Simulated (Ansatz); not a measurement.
# Property card for Sn3GeSe4

Computed with Ansatz, DFT PBE, scalar-relativistic, plane waves, PAW.

Plane waves to 420 eV, a k mesh through Γ of 6×6×10 on the computed 8-atom cell and Gaussian smearing (0.10 eV); no spin polarisation.

The structure is relaxed at this level of theory with its symmetry kept, and needn't be the ground state of this composition.

```
Sn Ge Se
1.0
     4.22225   -5.96723    0.00000
     4.22225    5.96723    0.00000
     0.00000    0.00000    4.21681
Sn Ge Se
3 1 4
Cartesian
  2.1111 2.9836 0.0000
  2.1111 -2.9836 0.0000
  4.2222 0.0000 2.1084
  0.0000 0.0000 2.1084
  6.4321 0.0000 0.0000
  2.0124 0.0000 0.0000
  4.2222 -3.0534 2.1084
  4.2222 3.0534 2.1084
```

```json
{
 "Space group": "Cmmm (No. 65)",
 "Volume per atom": "26.56 Å³",
 "Formation energy from the elements' standard states (uncorrected)": "-0.364 eV/atom",
 "Kohn–Sham band gap": "none (metal)",
 "Density of states at the Fermi level": "0.0 states/eV per cell",
 "Orbital (Löwdin) character within 0.5 eV of the Fermi level": "Se 4p 32 %, Sn 5p 30 %, Sn 5s 14 %, Ge 4p 13 %",
 "Bader charge by site (e)": "Sn (2 in the cell) 0.87, Sn (1 in the cell) 0.86, Ge (1 in the cell) 0.68, Se (2 in the cell) -0.81, Se (2 in the cell) -0.83"
}
```

The cell was found from a structure generator's guess, not taken from experiment. Löwdin shares on free-atom orbitals overweight diffuse shells.
